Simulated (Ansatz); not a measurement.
Input for Ansatz (plane-wave DFT, PAW):

```yaml
crystal:
  lattice:
    - [3.695, 0.0, 0.0]
    - [0.0, 3.695, 0.0]
    - [0.0, 0.0, 7.212]
  atoms:
    - { symbol: Zr, position: [0.5, 0.0, 0.64] }
    - { symbol: Zr, position: [0.0, 0.5, 0.36] }
    - { symbol: V, position: [0.0, 0.0, 0.0] }
    - { symbol: V, position: [0.5, 0.5, 0.0] }
    - { symbol: Si, position: [0.5, 0.0, 0.255] }
    - { symbol: Si, position: [0.0, 0.5, 0.745] }
basis:
  ecutwfc: 420
kpoints:
  mp_grid: { grid: [10, 10, 6] }
hamiltonian:
  xc: pbesol
scf:
  occupations: { method: gaussian, width: 0.1 }
output:
  forces: true
  stress: true
  eigenvalues: true
  populations: true
```

Launched with
```bash
ansatz run input.yaml --threads 1 --pin off --max-ram 2560MiB --backend cpu --events-out ev --progress --plain --runs-dir out
```

Level of theory: Ansatz, DFT PBEsol, scalar-relativistic, plane waves, PAW.

Part of what the program printed, abridged:

```
Pseudopotentials: kind: paw
Pseudopotential: Zr, paw, valence charge 12, recommended cutoff 420 eV (normal)
Pseudopotential: V, paw, valence charge 13, recommended cutoff 420 eV (normal)
Pseudopotential: Si, paw, valence charge 4, recommended cutoff 420 eV (normal)
Functional definition: PBEsol
Crystal: 6 atoms, lattice volume = 98.466 Å³
Basis set: ecut = 420 eV, 1913 PW (Γ), exchange–correlation on 50×50×100 points (8 copies of the dense FFT grid, shifted against one another)
Bands: 35, of which v1, the nominal top of the filled ones, is band 29 counted from 1 (28 counted from 0)
Symmetry: 16 space group operations
Space group: P4/nmm (ITA 129), of the structure as read, at distance tolerance 4.6e-5 Å
k-points: 84 of 600
Initial density: superposition of atomic densities (neutral atoms: chi_scale 0, normalization atom), corrected by the library's trained network
Initial wavefunctions: pseudopotential atomic-orbital guess
Functional: x = pbesol(κ = 0.804, μ = 0.12345679), c = pbesol(β = 0.046)
SCF iter   1: F=—  HF=-15275.588651 eV  |F-HF|=—  |Δ(HF+E_count)|=         —  Δρ=7.33e-3  dr2=7.06e-2  ethr=1.77e-3  ⟨swp⟩=5.3  Hψ=10597  notcnv=0
SCF iter   2: F=—  HF=-15275.582944 eV  |F-HF|=—  |Δ(HF+E_count)|=   5.71e-3  Δρ=2.82e-3  dr2=9.94e-3  ethr=1.22e-4  ⟨swp⟩=2.0  Hψ=3939  notcnv=0  defer=72
SCF iter   3: F=—  HF=-15275.582127 eV  |F-HF|=—  |Δ(HF+E_count)|=   8.16e-4  Δρ=5.65e-4  dr2=3.31e-4  ethr=1.71e-5  ⟨swp⟩=2.0  Hψ=3383  notcnv=0  defer=72
SCF iter   4: F=—  HF=-15275.582090 eV  |F-HF|=—  |Δ(HF+E_count)|=   3.68e-5  Δρ=1.59e-4  dr2=3.00e-5  ethr=5.71e-7  ⟨swp⟩=2.0  Hψ=3944  notcnv=0  defer=72
SCF iter   5: F=—  HF=-15275.582105 eV  |F-HF|=—  |Δ(HF+E_count)|=   1.44e-5  Δρ=2.69e-5  dr2=6.75e-7  ethr=5.17e-8  ⟨swp⟩=2.0  Hψ=3956  notcnv=0  defer=72
SCF iter   6: F=—  HF=-15275.582105 eV  |F-HF|=—  |Δ(HF+E_count)|=   6.85e-8  Δρ=1.13e-5  dr2=2.50e-7  ethr=1.72e-10  ⟨swp⟩=8.4  Hψ=12636  notcnv=0
SCF iter   7: F=-15275.582105 eV  HF=-15275.582105 eV  |F-HF|=2.28e-9  |Δ(HF+E_count)|=   2.21e-8  Δρ=1.48e-6  dr2=3.63e-9  ethr=1.72e-10  ⟨swp⟩=4.0  Hψ=8521  notcnv=0
SCF 1 converged in 7 iterations: F = -15275.582105 eV  dr2 = 3.63e-9
SCF converged after 7 iterations
Free energy (F): -15275.582105 eV
Harris-Foulkes:  -15275.582105 eV  (|F-HF|=2.28e-9)
Internal energy: -15275.565520 eV  (E = F + TS)
E sigma→0 (E₀):  -15275.573812 eV
Entropy (-TS):   -0.016585 eV (-2.764 meV/atom)
Fermi energy:    13.819847 eV
--- Per-component energies (eV) ---
  E_band       = -488.275027
  E_kinetic    = 1422.788477
  E_local      = -3952.498059  (includes V_loc(G=0)·N_el)
  E_nonlocal   = 125.552257
  E_hartree    = 1643.345615
  E_xc         = -692.936096
  E_vxc        = -808.833568  (∫ρ·V_xc dr)
  E_paw        = -8970.422487  (= ΣΔE_a)
  E_vpaw       = -561.977677  (= ΣTr[D̂ρ^β])
  E_aug_tail   = 0.000576  (compensation charges beyond the density's cutoff)
  E_ewald      = -4852.089722
  E_core_change = 0.693920  (= ΣΔE_core)
  E_smearing   = -0.016585  (= −TS)
--- Forces (eV/Å), atoms counted from 1 ---
  atom   1  Zr     0.00000000     0.00000000     0.28897331
  atom   2  Zr     0.00000000     0.00000000    -0.28897331
  atom   3  V      0.00000000     0.00000000     0.00000000
  atom   4  V      0.00000000     0.00000000     0.00000000
  atom   5  Si     0.00000000     0.00000000    -0.81795976
  atom   6  Si     0.00000000     0.00000000     0.81795976
--- Stress (GPa, compression-positive) ---
       -5.562714       0.000000       0.000000
        0.000000      -5.562714       0.000000
        0.000000       0.000000      -4.037019
  P = ⅓ Tr σ = -5.0541 GPa (-50.541 kbar)
--- Band table (eV; the first three rows and the last of 84) ---
  k-point 0: bands = ["-49.9183", "-49.7606", "-34.4051", "-34.3372", "-24.0395", "-24.0395", "-23.8992", "-23.7567", "-23.5311", "-23.5311", "-12.5756", "-12.5384", "-12.5384", "-12.3465", "-12.3465", "-12.3390", "4.2595", "5.6388", "8.9793", "10.6261", "11.6724", "11.6724", "11.6856", "11.8071", "12.2380", "12.9124", "13.7680", "13.9037", "13.9037", "14.8544", "14.8544", "15.2372", "15.3980", "16.0251", "16.1610"]
  k-point 1: bands = ["-49.9183", "-49.7606", "-34.4052", "-34.3372", "-24.0395", "-24.0395", "-23.8992", "-23.7567", "-23.5311", "-23.5311", "-12.5744", "-12.5385", "-12.5385", "-12.3463", "-12.3463", "-12.3404", "4.3370", "5.5297", "8.9939", "10.4946", "11.6972", "11.6972", "11.7494", "11.9632", "12.2404", "12.9523", "13.5168", "13.7994", "13.7994", "14.9110", "14.9110", "15.2122", "15.6627", "15.9517", "15.9517"]
  k-point 2: bands = ["-49.9183", "-49.7606", "-34.4053", "-34.3371", "-24.0395", "-24.0395", "-23.8992", "-23.7567", "-23.5311", "-23.5311", "-12.5720", "-12.5388", "-12.5388", "-12.3461", "-12.3461", "-12.3431", "4.5561", "5.2476", "9.0540", "10.2245", "11.7513", "11.7513", "11.9169", "12.2452", "12.3216", "12.9626", "13.0811", "13.6064", "13.6064", "15.0750", "15.0750", "15.1652", "15.6547", "15.6547", "16.0994"]
  k-point 83: bands = ["-49.8379", "-49.8379", "-34.3537", "-34.3537", "-24.1235", "-24.1235", "-23.8246", "-23.8246", "-23.4786", "-23.4786", "-12.7169", "-12.7169", "-12.4408", "-12.4408", "-12.4261", "-12.4261", "6.3768", "6.3768", "9.9339", "9.9339", "11.3202", "11.3202", "11.6213", "11.6213", "12.5048", "12.5048", "12.8950", "12.8950", "13.0546", "13.0546", "15.0050", "15.0050", "15.7561", "15.7561", "16.7518"]
--- Löwdin populations: 6 sites ---
  site symbol q [e]
     0     Zr     11.7525
     1     Zr     11.7525
     2      V     12.5622
     3      V     12.5622
     4     Si      4.4456
     5     Si      4.4456
  spilling = 0.008267 (of n_electrons = 58.000000)
```

The run converged.

Time: 10 s on 1 thread of Intel(R) Xeon(R) 6975P-C (Granite Rapids), with other jobs on the host, peak memory 0.56 GiB.